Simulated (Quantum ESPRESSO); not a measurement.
Ru2WRh3Ta2, different elements on one site, starting from this cell

Simulated, not a measurement. The program is pw.x of Quantum ESPRESSO 7.5 (plane-wave density functional theory). The cell is made up: eight metal atoms on a face-centred cubic lattice, with elements, volume, strain and displacements drawn at random and not relaxed, so it may be unstable or far from any real phase. PseudoDojo standard norm-conserving files set the functional (PBE unless stated); there is no spin polarisation or spin-orbit coupling, the Fermi-Dirac width of 0.25 eV means electrons at about 2900 K, and the masses in the input are unused placeholders. Heavy elements are run without spin-orbit coupling, which real alloys of them have. A spin test at this wide smearing found no moment, but such smearing suppresses magnetism that the real alloy may have.

The runs put different elements on site 8. Cell, positions, cutoff, mesh and smearing stay as in the input of run 1; sites are counted in its order. Stress in the tables is positive in tension.

Input of run 1:

```
&control calculation='scf', pseudo_dir='./dojo.nc.sr.pbe.v0_5.standard.upf', outdir='./o', disk_io='minimal', tprnfor=.true., tstress=.true. /
&system ibrav=0, nat=8, ntyp=4, nbnd=80, ecutwfc=87.97787729, nosym=.true., tot_charge=0,
 occupations='smearing', smearing='fd', degauss=0.0183746611
/
&electrons conv_thr=1.470e-08, electron_maxstep=70, mixing_beta=0.5 /
ATOMIC_SPECIES
Rh 1.0 Rh.upf
Ru 1.0 Ru.upf
Ta 1.0 Ta.upf
W 1.0 W.upf
CELL_PARAMETERS angstrom
-0.0302 1.9667 1.9251
-3.9743 2.0193 -1.9172
-3.9008 -5.8635 5.7992
ATOMIC_POSITIONS angstrom
Ru -0.0797 0.008 -0.0954
W -3.9243 -3.7703 3.9203
Rh -3.8966 -1.6401 1.9466
Ta -3.9429 0.052 -0.1371
Ru -1.9304 -1.9593 3.8505
Rh -1.82 -0.0247 1.9461
Ta -1.9352 2.0891 0.0262
Rh -5.9353 -1.9143 3.882
K_POINTS automatic
8 5 3 1 1 1
```

| run | elements on sites 1 to 8 | -TS (eV) | pressure (GPa) | stress xx (GPa) | stress yy (GPa) | stress zz (GPa) | stress yz (GPa) | stress xz (GPa) | stress xy (GPa) | iterations |
| --- | --- | --- | --- | --- | --- | --- | --- | --- | --- | --- |
| 1 | Ru W Rh Ta Ru Rh Ta Rh | -1.633 | 9.68 | -7.68 | -9.33 | -12.03 | -2.66 | -0.24 | -4.05 | 24 |
| 2 | Ru W Rh Ta Ru Rh Ta Hf | -1.656 | 24.35 | -22.31 | -24.68 | -26.07 | -1.67 | -1.92 | -2.20 | 20 |
| 3 | Ru W Rh Ta Ru Rh Ta Mo | -1.672 | 14.51 | -13.43 | -14.07 | -16.05 | -1.58 | 0.03 | -3.75 | 20 |
| 4 | Ru W Rh Ta Ru Rh Ta Ga | -1.523 | 11.74 | -10.08 | -12.05 | -13.10 | -3.85 | -2.19 | -2.87 | 20 |
| 5 | Ru W Rh Ta Ru Rh Ta Zn | -1.519 | 10.18 | -9.14 | -10.03 | -11.37 | -3.15 | -1.99 | -2.72 | 21 |

Forces Fx Fy Fz (eV/Å):

```
site              run 1             run 2              run 3              run 4              run 5
   1     1.46 0.70 0.39   0.04 -0.33 1.21     0.81 0.23 0.76     1.35 0.46 0.42     1.35 0.57 0.35
   2    1.71 0.63 -1.17   2.49 0.87 -1.69    2.32 0.96 -1.60    1.47 0.79 -1.18    1.53 0.58 -1.02
   3   -0.33 -1.32 0.38   0.11 -1.18 0.17   -0.24 -1.39 0.39   -0.10 -1.27 0.32   -0.19 -1.22 0.35
   4   -0.33 -1.06 2.05  -0.06 -0.93 1.88   -0.18 -0.94 1.93   -0.14 -1.01 2.02   -0.21 -1.05 2.04
   5    -0.58 0.23 0.27   -0.88 0.38 0.24   -0.78 -0.04 0.56    -0.68 0.11 0.50    -0.72 0.05 0.46
   6   -1.49 0.32 -0.70  -1.36 0.47 -0.80   -1.44 0.39 -0.74   -1.42 0.39 -0.72   -1.35 0.40 -0.74
   7  -0.53 -0.10 -0.92  -0.77 -1.44 0.48  -0.67 -0.78 -0.21  -0.64 -0.39 -0.71  -0.56 -0.15 -0.91
   8    0.09 0.59 -0.30   0.43 2.16 -1.49    0.17 1.58 -1.08    0.17 0.92 -0.65    0.15 0.82 -0.52
```

Energies are left out, as each element's file has its own zero. A rerun of one cell of this series at a higher cutoff and on a denser mesh moved values by no more than 0.005 eV in energy, 0.09 GPa in stress and 0.009 eV/Å in force, and a second program with other atomic files agreed on that cell to 2 % rms in force and 0.5 GPa in pressure.